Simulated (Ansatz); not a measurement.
System: Pd (fcc type), 1 atom in the cell.

Computed with PBE, all-electron LAPW, point nucleus in Ansatz 0.2.0 development build.

k-mesh 12×12×12 Γ-centred; Fermi–Dirac smearing of 0.1 eV; no spin polarisation.

```
Pd
1.0
     0.00000    1.97000    1.97000
     1.97000    0.00000    1.97000
     1.97000    1.97000    0.00000
Pd
1
Cartesian
  0.0000 0.0000 0.0000
```

**Question.** Is the cell under compression or tension, and by how much?

**Answer.** The pressure is 0.45 GPa, so at these settings the cell is compressed and would expand.

The k-mesh is modest, so these values aren't fully converged in k.
